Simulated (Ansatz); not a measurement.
A relaxed structure of TiO2. Space group Pnma (No. 62), AFLOW prototype A2B_oP12_62_2c_c (C23, as in PbCl2). Method: r2SCAN (plane waves to 500 eV, PAW, scalar-relativistic; Ansatz, a quantum-chemistry and plane-wave program).

```xyz
12
Lattice="5.1826 0.0000 0.0000 0.0000 3.1583 0.0000 0.0000 0.0000 6.2553" Properties=species:S:1:pos:R:3 pbc="T T T"
Ti     1.2754     0.7896     0.6413
Ti     3.8667     0.7896     2.4864
Ti     3.9072     2.3688     5.6140
Ti     1.3159     2.3688     3.7689
O      0.7024     0.7896     2.6038
O      3.2936     0.7896     0.5238
O      4.4802     2.3688     3.6515
O      1.8889     2.3688     5.7315
O      0.0637     0.7896     5.3051
O      2.6550     0.7896     4.0778
O      5.1189     2.3688     0.9502
O      2.5276     2.3688     2.1775
```

Task: What is the computed band gap (r2SCAN)?

Result: 2.25 eV, indirect (valence top at Γ, conduction bottom at k = (0, 0.125, 0)) (no spin-orbit coupling).

Task: What is the computed smallest direct gap (r2SCAN)?

Result: 2.32 eV at Γ.

No spin polarisation in the result.

The run could not lose the symmetry of its start; a randomly shaken copy of 12 atoms returns to this structure.

The first start was generated by placing the elements on the sites of a structure type. A measured structure of TiO2 has the same space group, Pnma (No. 62); the sites were not compared with it. Another known form has space group No. 61.
